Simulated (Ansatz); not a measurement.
Fe:
```xyz
1
Lattice="-1.4022 1.4022 1.4022 1.4022 -1.4022 1.4022 1.4022 1.4022 -1.4022" Properties=species:S:1:pos:R:3 pbc="T T T"
Fe     0.0000     0.0000     0.0000
```
Starting moments (μB, in the order of the atoms Fe): 2.2.

Relaxed with PBE+D3(BJ) (plane waves, PAW; program Ansatz). Indices refer to the conventional cell of Im-3m, a = b = c = 2.804 Å, α = β = γ = 90.00°.

**Question.** Simulate the powder diffraction pattern (Cu Kα, λ = 1.54184 Å; lines above 1 %) up to 2θ = 90°.

**Answer.** Simulated powder pattern, Cu Kα, λ = 1.54184 Å (kinematic, ideal powder, no thermal factors, no anomalous dispersion; the 30 strongest lines at most, above 1 %, up to 2θ = 90°):

| 2θ (°) | d (Å) | I/Imax (%) | hkl |
|---|---|---|---|
| 45.75 | 1.983 | 100 | (110) |
| 66.70 | 1.402 | 14 | (200) |
| 84.65 | 1.145 | 28 | (211) |

The cell was relaxed with PBE+D3(BJ) under the symmetry of its start. Magnetic state: ferromagnetic, chosen from 3 collinear starts compared on coarse meshes (ties went to the first, and starts can fall back to one state), not a proven ground state. Textbook magnetic order: ferromagnetic. The pairwise dispersion correction was not fitted to metals.

Potentials: the earlier of the program's two PAW sets.
